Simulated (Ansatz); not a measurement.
# MgMn2P2H4O10: Quadrupolar parameters

The cell is a computed structure from the Materials Project (it need not be an observed phase), atoms as given.

```yaml
crystal:
  lattice:
    - [5.30757, 0.00000, 0.00000]
    - [-0.81722, 5.46214, 0.00000]
    - [-2.27296, -2.06037, 7.19592]
  atoms:
    - { symbol: Mg, position: [0.09106, 0.35156, 0.87988] }
    - { symbol: Mn, position: [0.98447, 0.44843, 0.45923] }
    - { symbol: Mn, position: [0.51285, 0.01450, 0.00480] }
    - { symbol: H, position: [0.86572, 0.90879, 0.28613] }
    - { symbol: H, position: [0.06309, 0.09437, 0.21145] }
    - { symbol: H, position: [0.04813, 0.93548, 0.65034] }
    - { symbol: H, position: [0.90714, 0.86566, 0.80319] }
    - { symbol: P, position: [0.41353, 0.58144, 0.24383] }
    - { symbol: P, position: [0.60583, 0.46315, 0.77176] }
    - { symbol: O, position: [0.31342, 0.69943, 0.07688] }
    - { symbol: O, position: [0.27926, 0.65066, 0.38954] }
    - { symbol: O, position: [0.71583, 0.33260, 0.92837] }
    - { symbol: O, position: [0.76855, 0.38774, 0.64055] }
    - { symbol: O, position: [0.72633, 0.66675, 0.33144] }
    - { symbol: O, position: [0.31974, 0.28501, 0.14189] }
    - { symbol: O, position: [0.29493, 0.37393, 0.68930] }
    - { symbol: O, position: [0.68249, 0.75884, 0.84738] }
    - { symbol: O, position: [0.07986, 0.96610, 0.78346] }
    - { symbol: O, position: [0.90277, 0.07804, 0.25344] }
```

Atom numbers follow the list; atoms alike are taken as one site, whose name carries the number of the first.

All values are calculated (Ansatz; DFT, PBE+U (U = 4.9 eV on Mn d), plane waves and PAW, scalar-relativistic, collinear spin, 420 eV cutoff, Γ-centred 5×4×3 k-points, Fermi–Dirac smearing 0.02 eV), not measured. Start moments as typed (μB): 0 -5 5 0 0 0 0 0 0 0 0 0 0 0 0 0 0 0 0 by atom.

V_zz is the principal component of the electric field gradient with the largest magnitude, η = (V_xx − V_yy)/V_zz and C_Q = eQV_zz/h. Directions are in the Cartesian axes of the cell vectors above, for the atom listed; none is given where the gradient is under 0.02 or η is above 0.95.

(1) Which values are expected at the nuclei?

Answers

(1) 

| site | first atom | first shell | V_zz (10²¹ V/m²) | η | direction of V_zz (x, y, z) |
| --- | --- | --- | --- | --- | --- |
| Mg | 1 | 6 O at 2.08–2.21 Å | 0.76 | 0.94 | -0.47 0.71 -0.53 |
| Mn2 | 2 | 5 O at 2.06–2.22 Å | 6.10 | 0.50 | 0.06 0.67 0.74 |
| Mn3 | 3 | 6 O at 2.14–2.38 Å | 4.96 | 0.31 | 0.50 -0.01 0.87 |
| H4 | 4 | 1 O at 1.03 Å; also 1 O at 1.59 Å | 2.11 | 0.09 | 0.09 0.96 -0.25 |
| H5 | 5 | 1 O at 1.00 Å; also 1 O at 1.88 Å | 3.12 | 0.06 | 0.94 0.15 -0.31 |
| H6 | 6 | 1 O at 0.98 Å | 3.98 | 0.04 | -0.18 -0.11 0.98 |
| H7 | 7 | 1 O at 1.07 Å; also 1 O at 1.42 Å | 1.31 | 0.19 | 0.80 0.60 -0.11 |
| P8 | 8 | 4 O at 1.52–1.59 Å | -2.33 | 0.95 | – |
| P9 | 9 | 4 O at 1.54–1.57 Å | 1.30 | 0.57 | -0.14 0.00 0.99 |
| O10 | 10 | 1 P at 1.58 Å, 1 Mg at 2.11 Å, 1 Mn at 2.17 Å | 8.90 | 0.53 | 0.10 -0.60 0.80 |
| O11 | 11 | 1 P at 1.52 Å, 1 Mn at 2.06 Å, angle 133° | 9.35 | 0.31 | 0.75 0.06 -0.66 |
| O12 | 12 | 1 P at 1.57 Å, 1 Mg at 2.12 Å, 1 Mn at 2.21 Å; also 1 Mg at 3.25 Å | 8.86 | 0.58 | -0.22 0.74 -0.63 |
| O13 | 13 | 1 P at 1.55 Å, 1 Mn at 2.12 Å, 1 Mg at 2.21 Å | 9.54 | 0.33 | 0.84 -0.06 -0.54 |
| O14 | 14 | 1 P at 1.55 Å, 1 Mn at 2.13 Å; also 1 H at 1.59 Å | 9.01 | 0.69 | 0.89 0.17 0.43 |
| O15 | 15 | 1 P at 1.59 Å, 1 Mg at 2.20 Å, 1 Mn at 2.20 Å; also 1 H at 1.88 Å | 8.75 | 0.10 | -0.02 0.85 0.53 |
| O16 | 16 | 1 P at 1.54 Å, 1 Mg at 2.09 Å, 1 Mn at 2.22 Å | 8.96 | 0.46 | 0.92 0.14 0.36 |
| O17 | 17 | 1 P at 1.56 Å, 1 Mn at 2.14 Å; also 1 H at 1.42 Å, 1 Mg at 3.35 Å | 8.92 | 0.62 | 0.00 0.94 0.33 |
| O18 | 18 | 2 H at 0.98–1.07 Å, 1 Mg at 2.08 Å; also 2 Mn at 2.38–3.25 Å | 11.60 | 0.87 | -0.38 -0.22 0.90 |
| O19 | 19 | 2 H at 1.00–1.03 Å, 2 Mn at 2.21–2.31 Å | -10.06 | 0.98 | – |

At O10, O12, O13, O15 and O16 V_zz points along its shortest bond, to P (within 7°) in each case. At H4, H5, H6 and H7 V_zz points along its bond to O (within 4°) in each case. At O11, O14 and O17 V_zz points along the shorter of its two bonds, to P (within 7°) in each case.

The lattice is static: at room temperature water may turn and average the couplings of its hydrogen. The magnetic order is the one that the run reached from its start moments, not necessarily the measured one. Where η is near 1 the sign of V_zz means little.
